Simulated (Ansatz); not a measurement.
FeGe in space group P6/mmm (No. 191; Fe on 3f, Ge on 1a, Ge on 2d) at seven volumes, plane-wave PAW PBEsol (Ansatz code), shape and atoms relaxed at each. One row is withheld.

```json
[
 {"V (Å³/atom)": "12.559", "P (GPa)": "19.76"},
 {"V (Å³/atom)": "12.973", "P (GPa)": "12.00"},
 {"V (Å³/atom)": "13.387", "P (GPa)": "5.46"},
 {"V (Å³/atom)": "13.801", "P (GPa)": "-0.01"},
 {"V (Å³/atom)": "14.215", "P (GPa)": "-4.53"},
 {"V (Å³/atom)": "14.629", "P (GPa)": "?"},
 {"V (Å³/atom)": "15.043", "P (GPa)": "-11.30"}
]
```

Task: Fit the shown pressures and predict the withheld one.

Result: P = (3/2)B₀(x^(7/2) − x^(5/2))[1 + (3/4)(B′ − 4)(x − 1)] with x = (V₀/V)^(2/3). Least squares on the six rows gives V₀ = 13.802 Å³/atom, B₀ = 164 GPa, B′ = 5.16. At V = 14.629, x = 0.9619 and P = -8.21 GPa. The run itself gave -8.20 GPa.

The first step of the workflow began from a Materials Project structure, measured or hypothetical; the Crystallography Open Database copy checked does not list it. COD files the formula under space group No. 198, so this cell is another polymorph or a model. Its standing as an ambient phase is unchecked. The cell was relaxed with PBEsol under the symmetry of its start, as lowered by the spin order; its stability against distortions is not shown here. The final state is antiferromagnetic, chosen from 4 collinear starts compared on coarse meshes (ties went to the first, and starts can fall back to one state), not a proven ground state. The program gave a warning on the electronic state, which may not be the lowest.

Potentials: the later of the program's two PAW sets.
